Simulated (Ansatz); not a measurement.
Profile along the B–N line in BN (h-BN type, space group P6_3/mmc)

BN (h-BN type, space group P6_3/mmc)

```cif
data_B2N2
_chemical_formula_sum 'B2 N2'
_space_group_name_H-M_alt 'P63/mmc'
_space_group_IT_number 194
_space_group_name_Hall '-P 6c 2c'
_cell_length_a 2.50644
_cell_length_b 2.50644
_cell_length_c 6.61469
_cell_angle_alpha 90.000
_cell_angle_beta 90.000
_cell_angle_gamma 120.000
loop_
_atom_site_label
_atom_site_type_symbol
_atom_site_symmetry_multiplicity
_atom_site_Wyckoff_symbol
_atom_site_fract_x
_atom_site_fract_y
_atom_site_fract_z
_atom_site_occupancy
B1 B 2 c 0.33333 0.66667 0.25000 1
N1 N 2 d 0.66667 0.33333 0.25000 1
```

Fields along a shortest B–N line of a (0001) plane (1.45 Å), from B to N, interpolated on the slice's grid (step about 0.2 Å). Level of theory: PBE-D3(BJ) (plane waves to 420 eV, PAW, scalar-relativistic; Ansatz, a quantum-chemistry and plane-wave program). k mesh 15×15×5. Inside the PAW spheres the values are not all-electron values, and peaks at nuclei hang on which shells count as valence. BN was relaxed with its symmetry unable to fall.

```
distance from B (Å)  valence electron density (e/Å³)  electron localisation function  density of the highest valence band (e/Å³)  density of the lowest conduction band (e/Å³)
-------------------  -------------------------------  ------------------------------  ------------------------------------------  --------------------------------------------
0.00                                            0.23                               x                                       0.001                                         0.001
0.07                                            0.27                               x                                       0.003                                         0.001
0.14                                            0.39                               x                                       0.010                                         0.001
0.22                                            0.56                               x                                       0.019                                         0.001
0.29                                            0.76                               x                                       0.031                                         0.002
0.36                                            0.96                            0.47                                       0.042                                         0.002
0.44                                            1.14                            0.68                                       0.052                                         0.003
0.51                                            1.30                            0.84                                       0.061                                         0.005
0.58                                            1.45                            0.92                                       0.068                                         0.007
0.65                                            1.62                            0.93                                       0.076                                         0.010
0.72                                            1.81                            0.93                                       0.085                                         0.015
0.80                                            2.07                            0.92                                       0.096                                         0.022
0.87                                            2.40                            0.90                                       0.106                                         0.031
0.94                                            2.79                            0.85                                       0.110                                         0.040
1.02                                            3.22                            0.76                                       0.110                                         0.051
1.09                                            3.58                            0.61                                       0.104                                         0.061
1.16                                            3.78                               x                                       0.085                                         0.071
1.23                                            3.79                               x                                       0.059                                         0.078
1.30                                            3.75                               x                                       0.032                                         0.084
1.38                                            3.64                               x                                       0.011                                         0.087
1.45                                            3.58                               x                                       0.002                                         0.088
```

x: too close to a nucleus for the ELF to mean much. Band densities are of whole bands, smooth part only.

Density on the B–N line (1.45 Å) at its midpoint: 1.81 e/Å³. ELF at that point: 0.93. ELF maximum in the middle third of the B–N line: 0.93, 0.7 Å from B.
